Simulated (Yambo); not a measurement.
## BN: sweep of GW parameters

G0W0@LDA for BN (rhombohedral, space group R3m, No. 160) in Yambo. Reference settings: 6×6×6 Γ-centred k mesh, 68 bands and a 14 Ry block in the screening, 68 bands in G with the Bruneval-Gonze terminator, plasmon pole fitted at 27.2 eV. The LDA gap (0, 0.333, -0.333) → F on this mesh is 4.13 eV; G0W0 gaps are taken between the same points.

```
change from the reference                    G0W0 gap (0, 0.333, -0.333) → F (eV)  shift of the valence edge (eV)        rough Yambo cost
-------------------------------------------  ------------------------------------  ------------------------------  ----------------------
reference settings                                                           5.87                           -0.93                       1
23 bands in W, 23 bands in G                                                 5.87                           -0.75               about 1/3
wavefunctions cut at 30 Ry                                                   5.85                           -0.90               about 1/3
wavefunctions cut at 50 Ry                                                   5.86                           -0.93               about 1/2
exchange cut at 20 Ry                                                        5.74                           -0.78                       –
exchange cut at 40 Ry                                                        5.85                           -0.91                       –
13 bands in W, 13 bands in G, 2 Ry block                                     6.06                           -0.43               about 1/6
13 bands in W, 13 bands in G, 11 Ry block                                    5.92                           -0.55               about 1/6
23 bands in W, 23 bands in G, 8 Ry block                                     5.80                           -0.66               about 1/4
36 bands in W, 36 bands in G, 8 Ry block                                     5.78                           -0.74               about 1/3
11 Ry block                                                                  5.85                           -0.91  within a factor of two
2 Ry block                                                                   5.95                           -0.54  within a factor of two
23 bands in W, 23 bands in G, no terminator                                  5.72                           -0.39               about 1/3
51 bands in W, 51 bands in G, no terminator                                  5.77                           -0.72  within a factor of two
5 Ry block, no terminator                                                    5.71                           -0.64  within a factor of two
```

The reference isn't shown to be the converged limit. Costs are rough (shared machines), scaled to the same edge states, and given only for runs that recompute the screening. The mesh misses a band edge: along a dense path the LDA gap is 4.07 eV against 4.13 eV on the mesh.

Geometry of the Materials Project entry, not relaxed at this level; primitive cell a = b = c = 3.669 Å, α = β = γ = 39.87°.

This is not the ordinary phase of the substance; no match was found in the copy of COD used, and its stability was not checked.

A shift is the quasiparticle energy of the state minus its LDA energy.

The distance between layers or molecules is the database entry's, not relaxed here. Functionals without dispersion can leave it too large, which widens gaps and weakens the response across layers: the numbers belong to this cell.
